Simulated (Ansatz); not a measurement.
**SnO₂: zone-centre modes**

Computed with Ansatz 0.2.0, DFT r2SCAN, scalar-relativistic, plane waves, PAW. Settings: plane waves to 500 eV, k-mesh 12×12×2 (Γ-centred), Gaussian smearing 0.05 eV. No spin polarisation.

The starting cell (relaxed at this level; this form isn't the usual structure):

```
CELL_PARAMETERS angstrom
3.18862 0.00000 0.00000
-1.59431 2.76143 0.00000
0.00000 0.00000 11.10942
ATOMIC_POSITIONS crystal
Sn 0.00000 0.00000 0.50000
Sn 0.00000 0.00000 0.00000
O 0.66667 0.33333 0.41077
O 0.66667 0.33333 0.08923
O 0.33333 0.66667 0.58923
O 0.33333 0.66667 0.91077
```

The cell holds layers and no dispersion correction was added, so their binding is poorly described.

Harmonic modes by finite displacements of 0.02 Å, without the LO–TO term.

(1) At this geometry, is the structure stable against these modes?

(2) List the wavenumbers in cm⁻¹.

Answers

(1) No: 2 modes are unstable, the strongest at 13i cm⁻¹.

(2) 13i, 13i, 0, 0, 0, 19, 417, 417, 417, 417, 463, 463, 464, 464, 510, 511, 512, 563.

Cost: 1 run of about 4.1 core-minutes, on Arm Neoverse V1 (shared hosts).